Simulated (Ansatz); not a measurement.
## Ta: zone-centre modes

Method: DFT PBEsol, scalar-relativistic, plane waves, PAW (Ansatz). Settings: plane waves to 420 eV, k-mesh 22×22×14 (Γ-centred), Gaussian smearing 0.15 eV. Spin–orbit coupling is left out, which can shift energies with elements as heavy as these. No spin polarisation.

Reference structure (relaxed at this level):

```yaml
crystal:
  lattice:
    - [-1.64026, 1.64026, 1.64026]
    - [1.64026, -1.64026, 1.64026]
    - [3.28052, 3.28052, 0.00000]
  atoms:
    - { symbol: Ta, position: [0.00000, 0.00000, 0.00000] }
    - { symbol: Ta, position: [0.50000, 0.50000, 0.50000] }
```

Harmonic modes by finite displacements of 0.02 Å, without the LO–TO term. The cell doubles the primitive one, so its zone centre also holds the primitive cell's point q = (0, 0, 1/2).

Question: At this geometry, is the structure stable against these modes?

Answer: Yes: no mode is imaginary beyond 10 cm⁻¹, and only the three translations lie near zero.

Question: List the wavenumbers in cm⁻¹.

Answer: 0, 0, 0, 93, 143, 147.

Cost: 1 run of about 2.8 core-minutes, on Arm Neoverse V2 (shared hosts).